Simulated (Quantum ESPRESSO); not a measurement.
## Si3F4O4 (one run as intended and one with a planted mistake)

A calculation, not a measurement. The program is pw.x of Quantum ESPRESSO 7.5 (plane-wave density functional theory). The cell is made up: 11 atoms on a rutile lattice with one site empty, with randomly drawn elements, strain and displacements, not relaxed. PseudoDojo standard norm-conserving files (v0.5 for PBE, v0.4.1 for LDA and PBEsol) set the functional; there is no spin polarisation, spin-orbit coupling or dispersion term, and the masses in the input are unused placeholders.

Intended input:

```
&control calculation='scf', pseudo_dir='./dojo.nc.sr.pbe.v0_5.standard.upf', outdir='./o', disk_io='medium', tprnfor=.true., tstress=.true. /
&system ibrav=0, nat=11, ntyp=3, nbnd=38, ecutwfc=84.00895049, nosym=.true., tot_charge=0,
 occupations='smearing', smearing='fd', degauss=0.0018374661
/
&electrons conv_thr=7.350e-09, electron_maxstep=60, /
ATOMIC_SPECIES
F 1.0 F.upf
O 1.0 O.upf
Si 1.0 Si.upf
CELL_PARAMETERS angstrom
4.1569 0.0161 -0.0581
0.0161 4.2703 0.0141
-0.0739 0.018 5.2911
ATOMIC_POSITIONS angstrom
Si 0.0244 0.0019 0.0338
Si 2.047 2.1548 1.2963
Si -0.0283 -0.0102 2.633
F 1.2675 1.3048 -0.0105
F 2.9133 2.9763 -0.043
O 3.3305 0.8413 1.2461
O 0.8367 3.4374 1.2855
O 1.1974 1.3263 2.621
F 2.811 2.989 2.6235
O 3.3066 0.8341 3.9111
F 0.7778 3.4656 3.9602
K_POINTS automatic
5 5 4 1 1 1
```

The log is shortened where brackets say so; the opening notice, blank lines, dates and the lines on written files are dropped, and the path of the files is cut. It prints rydbergs, bohrs and kilobars, and counts compression as positive stress. Where no state is partly filled, the Fermi energy that it prints is only some level between the filled and the empty states on the mesh, and need not lie in the true gap.

Log of the intended run:

```
     Program PWSCF v.7.5
     Parallel version (MPI & OpenMP), running on       1 processor cores
     Number of MPI processes:                 1
     Threads/MPI process:                     1
     [start-up lines left out]
     bravais-lattice index     =            0
     lattice parameter (alat)  =       7.8562  a.u.
     unit-cell volume          =     633.6864 (a.u.)^3
     number of atoms/cell      =           11
     number of atomic types    =            3
     number of electrons       =        64.00
     number of Kohn-Sham states=           38
     kinetic-energy cutoff     =      84.0090  Ry
     charge density cutoff     =     336.0358  Ry
     scf convergence threshold =      7.3E-09
     mixing beta               =       0.7000
     number of iterations used =            8  plain     mixing
     Exchange-correlation= PBE
                           (   1   4   3   4   0   0   0)
     [axes and pseudopotential details left out]
   Cartesian axes
     site n.     atom                  positions (alat units)
         1        Si     tau(   1) = (   0.0058691   0.0004570   0.0081302  )
         2        Si     tau(   2) = (   0.4923825   0.5183125   0.3118102  )
         3        Si     tau(   3) = (  -0.0068072  -0.0024535   0.6333381  )
         4        F      tau(   4) = (   0.3048827   0.3138547  -0.0025257  )
         5        F      tau(   5) = (   0.7007611   0.7159150  -0.0103432  )
         6        O      tau(   6) = (   0.8011138   0.2023651   0.2997351  )
         7        O      tau(   7) = (   0.2012586   0.8268273   0.3092124  )
         8        O      tau(   8) = (   0.2880209   0.3190263   0.6304516  )
         9        F      tau(   9) = (   0.6761540   0.7189698   0.6310530  )
        10        O      tau(  10) = (   0.7953649   0.2006332   0.9407705  )
        11        F      tau(  11) = (   0.1870909   0.8336105   0.9525809  )
     number of k points=    50  Fermi-Dirac smearing, width (Ry)=  0.0018
                       cart. coord. in units 2pi/alat
        k(    1) = (   0.1010241   0.0966459   0.0992975), wk =   0.0400000
        k(    2) = (   0.1037726   0.0959868   0.2957688), wk =   0.0400000
     [further k points left out]
     Dense  grid:    65917 G-vectors     FFT dimensions: (  45,  48,  60)
     Estimated max dynamical RAM per process >      88.86 MB
     Initial potential from superposition of free atoms
     starting charge      63.9981, renormalised to      64.0000
     Starting wfcs are   44 randomized atomic wfcs
     total cpu time spent up to now is        9.5 secs
     per-process dynamical memory:    59.9 Mb
     Self-consistent Calculation
     iteration #  1     ecut=    84.01 Ry     beta= 0.70
     Davidson diagonalization with overlap
     ethr =  1.00E-02,  avg # of iterations =  2.4
     total cpu time spent up to now is       31.9 secs
     total energy              =    -354.69869039 Ry
     estimated scf accuracy    <       2.04084608 Ry
     iteration #  2     ecut=    84.01 Ry     beta= 0.70
     Davidson diagonalization with overlap
     ethr =  3.19E-03,  avg # of iterations =  3.0
     total cpu time spent up to now is       61.4 secs
     total energy              =    -355.13984354 Ry
     estimated scf accuracy    <       1.89867479 Ry
     [iterations 3 to 9 left out]
     iteration # 10     ecut=    84.01 Ry     beta= 0.70
     Davidson diagonalization with overlap
     ethr =  9.21E-10,  avg # of iterations =  2.0
     total cpu time spent up to now is      253.0 secs
     total energy              =    -355.56512589 Ry
     estimated scf accuracy    <       0.00000011 Ry
     iteration # 11     ecut=    84.01 Ry     beta= 0.70
     Davidson diagonalization with overlap
     ethr =  1.72E-10,  avg # of iterations =  2.0
     total cpu time spent up to now is      274.2 secs
     End of self-consistent calculation
     [lines on levels left out]
     the Fermi energy is     9.6936 ev
!    total energy              =    -355.56512590 Ry
     estimated scf accuracy    <          6.6E-09 Ry
     smearing contrib. (-TS)   =      -0.00000000 Ry
     internal energy E=F+TS    =    -355.56512590 Ry
     The total energy is F=E-TS. E is the sum of the following terms:
     one-electron contribution =     -81.99791758 Ry
     hartree contribution      =      87.24531887 Ry
     xc contribution           =     -88.22370460 Ry
     ewald contribution        =    -272.58882260 Ry
     convergence has been achieved in  11 iterations
     Forces acting on atoms (cartesian axes, Ry/au):
     atom    1 type  3   force =    -0.10049510    0.12270800   -0.14038866
     atom    2 type  3   force =    -0.05184064   -0.14176126    0.12888433
     atom    3 type  3   force =     0.02013883    0.22392698    0.08857480
     atom    4 type  1   force =     0.00321211    0.00169531    0.00590426
     atom    5 type  1   force =    -0.00534981   -0.01261907    0.05270222
     atom    6 type  2   force =    -0.02206285   -0.01275703   -0.02521149
     atom    7 type  2   force =    -0.00862410   -0.01440237   -0.02104260
     atom    8 type  2   force =    -0.00279527   -0.02730896   -0.11170121
     atom    9 type  1   force =     0.06444902    0.02808146   -0.05130083
     atom   10 type  2   force =     0.07736460   -0.11954348    0.04067442
     atom   11 type  1   force =     0.02600321   -0.04801957    0.03290476
     Total force =     0.440996     Total SCF correction =     0.000160
     Computing stress (Cartesian axis) and pressure
          total   stress  (Ry/bohr**3)                   (kbar)     P=       49.76
   0.00081055  -0.00016198   0.00066879          119.24      -23.83       98.38
  -0.00016198   0.00019113   0.00026145          -23.83       28.12       38.46
   0.00066879   0.00026145   0.00001313           98.38       38.46        1.93
     init_run     :      7.92s CPU      9.36s WALL (       1 calls)
     electrons    :    243.19s CPU    264.75s WALL (       1 calls)
     forces       :      3.69s CPU      3.74s WALL (       1 calls)
     stress       :     16.71s CPU     16.78s WALL (       1 calls)
     [timing details left out]
     PWSCF        :   4m31.67s CPU   4m56.96s WALL
     JOB DONE.
```

A second run has one planted mistake: the cell and the positions are scaled by a wrong factor. The input lines that differ, file-writing options aside:

```
- 4.1569 0.0161 -0.0581
+ 4.2109 0.0163 -0.0589
- 0.0161 4.2703 0.0141
+ 0.0163 4.3258 0.0143
- -0.0739 0.018 5.2911
+ -0.0749 0.0182 5.3599
- Si 0.0244 0.0019 0.0338
+ Si 0.0247 0.0019 0.0342
- Si 2.047 2.1548 1.2963
+ Si 2.0736 2.1828 1.3132
- Si -0.0283 -0.0102 2.633
+ Si -0.0287 -0.0103 2.6672
- F 1.2675 1.3048 -0.0105
+ F 1.284 1.3218 -0.0106
- F 2.9133 2.9763 -0.043
+ F 2.9512 3.015 -0.0436
- O 3.3305 0.8413 1.2461
+ O 3.3738 0.8522 1.2623
- O 0.8367 3.4374 1.2855
+ O 0.8476 3.4821 1.3022
- O 1.1974 1.3263 2.621
+ O 1.213 1.3435 2.6551
- F 2.811 2.989 2.6235
+ F 2.8475 3.0279 2.6576
- O 3.3066 0.8341 3.9111
+ O 3.3496 0.8449 3.9619
- F 0.7778 3.4656 3.9602
+ F 0.7879 3.5107 4.0117
```

Its log:

```
     Program PWSCF v.7.5
     Parallel version (MPI & OpenMP), running on       4 processor cores
     Number of MPI processes:                 4
     Threads/MPI process:                     1
     [start-up lines left out]
     bravais-lattice index     =            0
     lattice parameter (alat)  =       7.9583  a.u.
     unit-cell volume          =     658.7163 (a.u.)^3
     number of atoms/cell      =           11
     number of atomic types    =            3
     number of electrons       =        64.00
     number of Kohn-Sham states=           38
     kinetic-energy cutoff     =      84.0090  Ry
     charge density cutoff     =     336.0358  Ry
     scf convergence threshold =      7.3E-09
     mixing beta               =       0.7000
     number of iterations used =            8  plain     mixing
     Exchange-correlation= PBE
                           (   1   4   3   4   0   0   0)
     [axes and pseudopotential details left out]
   Cartesian axes
     site n.     atom                  positions (alat units)
         1        Si     tau(   1) = (   0.0058651   0.0004512   0.0081209  )
         2        Si     tau(   2) = (   0.4923844   0.5183144   0.3118245  )
         3        Si     tau(   3) = (  -0.0068149  -0.0024458   0.6333371  )
         4        F      tau(   4) = (   0.3048908   0.3138666  -0.0025170  )
         5        F      tau(   5) = (   0.7007740   0.7159236  -0.0103530  )
         6        O      tau(   6) = (   0.8011220   0.2023582   0.2997381  )
         7        O      tau(   7) = (   0.2012659   0.8268383   0.3092125  )
         8        O      tau(   8) = (   0.2880316   0.3190193   0.6304639  )
         9        F      tau(   9) = (   0.6761500   0.7189867   0.6310575  )
        10        O      tau(  10) = (   0.7953756   0.2006248   0.9407687  )
        11        F      tau(  11) = (   0.1870899   0.8336295   0.9525939  )
     number of k points=    50  Fermi-Dirac smearing, width (Ry)=  0.0018
                       cart. coord. in units 2pi/alat
        k(    1) = (   0.1010254   0.0966452   0.0992977), wk =   0.0400000
        k(    2) = (   0.1037760   0.0959853   0.2957667), wk =   0.0400000
     [further k points left out]
     Dense  grid:    68467 G-vectors     FFT dimensions: (  48,  48,  60)
     Estimated max dynamical RAM per process >     156.95 MB
     Estimated total dynamical RAM >     577.66 MB
     Initial potential from superposition of free atoms
     starting charge      63.9981, renormalised to      64.0000
     Starting wfcs are   44 randomized atomic wfcs
     total cpu time spent up to now is        2.6 secs
     per-process dynamical memory:   127.8 Mb
     Self-consistent Calculation
     iteration #  1     ecut=    84.01 Ry     beta= 0.70
     Davidson diagonalization with overlap
     ethr =  1.00E-02,  avg # of iterations =  2.3
     total cpu time spent up to now is        6.9 secs
     total energy              =    -354.68208340 Ry
     estimated scf accuracy    <       2.05062310 Ry
     iteration #  2     ecut=    84.01 Ry     beta= 0.70
     Davidson diagonalization with overlap
     ethr =  3.20E-03,  avg # of iterations =  3.0
     total cpu time spent up to now is       11.5 secs
     total energy              =    -355.05818636 Ry
     estimated scf accuracy    <       2.21639977 Ry
     [iterations 3 to 10 left out]
     iteration # 11     ecut=    84.01 Ry     beta= 0.70
     Davidson diagonalization with overlap
     ethr =  3.33E-10,  avg # of iterations =  2.0
     total cpu time spent up to now is       48.8 secs
     total energy              =    -355.56623971 Ry
     estimated scf accuracy    <       0.00000001 Ry
     iteration # 12     ecut=    84.01 Ry     beta= 0.70
     Davidson diagonalization with overlap
     ethr =  2.23E-11,  avg # of iterations =  2.0
     total cpu time spent up to now is       52.7 secs
     End of self-consistent calculation
     [lines on levels left out]
     the Fermi energy is    10.1108 ev
!    total energy              =    -355.56623971 Ry
     estimated scf accuracy    <          2.0E-09 Ry
     smearing contrib. (-TS)   =       0.00000000 Ry
     internal energy E=F+TS    =    -355.56623971 Ry
     The total energy is F=E-TS. E is the sum of the following terms:
     one-electron contribution =     -87.33061162 Ry
     hartree contribution      =      88.79616426 Ry
     xc contribution           =     -87.94109591 Ry
     ewald contribution        =    -269.09069644 Ry
     convergence has been achieved in  12 iterations
     Forces acting on atoms (cartesian axes, Ry/au):
     atom    1 type  3   force =    -0.09674184    0.11914140   -0.12775157
     atom    2 type  3   force =    -0.05468942   -0.13625821    0.12553888
     atom    3 type  3   force =     0.02102228    0.22020874    0.08458128
     atom    4 type  1   force =     0.00288485    0.00138293    0.01453120
     atom    5 type  1   force =    -0.00561262   -0.01182311    0.05910807
     atom    6 type  2   force =    -0.01266325   -0.02016583   -0.02488392
     atom    7 type  2   force =    -0.01388566   -0.00826074   -0.02445215
     atom    8 type  2   force =    -0.00245408   -0.02622944   -0.11513379
     atom    9 type  1   force =     0.05980567    0.02535334   -0.05879907
     atom   10 type  2   force =     0.08800227   -0.12819686    0.03883259
     atom   11 type  1   force =     0.01433179   -0.03515223    0.02842848
     Total force =     0.434481     Total SCF correction =     0.000059
     Computing stress (Cartesian axis) and pressure
          total   stress  (Ry/bohr**3)                   (kbar)     P=      -34.78
   0.00024149  -0.00012639   0.00061494           35.52      -18.59       90.46
  -0.00012639  -0.00033645   0.00026844          -18.59      -49.49       39.49
   0.00061494   0.00026844  -0.00061443           90.46       39.49      -90.39
     init_run     :      2.48s CPU      2.58s WALL (       1 calls)
     electrons    :     49.48s CPU     50.11s WALL (       1 calls)
     forces       :      0.93s CPU      0.93s WALL (       1 calls)
     stress       :      2.91s CPU      2.91s WALL (       1 calls)
     [timing details left out]
     PWSCF        :     55.86s CPU     56.63s WALL
     JOB DONE.
```

```
                                            intended run  run with the mistake
                          free energy (eV)     -4837.710             -4837.725
                    smearing term -TS (eV)        0.0000                0.0000
                            pressure (GPa)          4.98                 -3.48
            largest force component (eV/Å)         5.757                 5.662
largest change of a force component (eV/Å)                               0.331
                                iterations            11                    12
```

For scale, a rerun of the intended cell at a cutoff of 1437 eV and k mesh 7 x 7 x 6 moved values by no more than 0.003 eV in energy, 0.03 GPa in stress and 0.002 eV/Å in force.